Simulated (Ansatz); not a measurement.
Here is an unrelaxed guess for CoCuC4N4.

```
CELL_PARAMETERS angstrom
7.20471 0.00000 0.00000
0.00000 7.20471 0.00000
0.00000 0.00000 3.31995
ATOMIC_POSITIONS crystal
Co 0.50000 0.50000 0.00000
Cu 0.00000 0.00000 0.00000
C 0.18814 0.81186 0.00000
C 0.81186 0.18814 0.00000
C 0.18814 0.18814 0.00000
C 0.81186 0.81186 0.00000
N 0.30297 0.69703 0.00000
N 0.69703 0.30297 0.00000
N 0.30297 0.30297 0.00000
N 0.69703 0.69703 0.00000
```

These are results of DFT PBE, scalar-relativistic, plane waves, PAW (Ansatz 0.2.0), not measurements. Settings: cutoff 420 eV, Γ-centred mesh 4×4×6 on the computed 10-atom cell, Gaussian smearing of 0.10 eV; collinear spin from starting moments -3.0 1.0 0.0 0.0 0.0 0.0 0.0 0.0 0.0 0.0 μB.

Formation energies are uncorrected and refer to the elements' standard structures at the same level (N₂ as a molecule).

Question: What does a single point on this coarse mesh give?

Answer: The pressure is -4.6 GPa (the mean over three directions, positive in compression), the largest force is 0.84 eV/Å, and the energy is +0.61 eV/atom against the elements. The shortest distance is 1.17 Å.

Question: How much does it gain on relaxing, and where does it end?

Answer: Relaxing gains under 0.1 eV/atom (the start's value is from the coarse mesh, so the gain is rough) in 19 ionic steps and ends at +0.54 eV/atom on the finer mesh. The symmetry stays P4/mmm (No. 123). The volume per atom grows by 3.1 %, from 17.2 to 17.8 Å³. The shortest distance stays 1.17 Å (C–N). The ratio c/a of the conventional cell changes by a factor of 1.14. Conventional cell: a = 6.961 Å, c = 3.667 Å. Around Co lie 4 N at 1.84 Å; Cu is surrounded by 4 C at 1.92 Å; C has 1 N at 1.17 Å and 1 Cu at 1.92 Å; N is surrounded by 1 C at 1.17 Å and 1 Co at 1.84 Å.

The last run used collinear spin, a 6×6×10 mesh (in the run's order of axes) for its 10-atom cell and Gaussian smearing of 0.10 eV. Weakly bound directions are ill-defined at this level, which has no dispersion term. The reference form of C is held partly by dispersion forces, which this level lacks. The magnetic state reached may not be the lowest. The relaxation can't lower the symmetry of the start. Symmetry constrained the relaxation, so the result can be a saddle point.
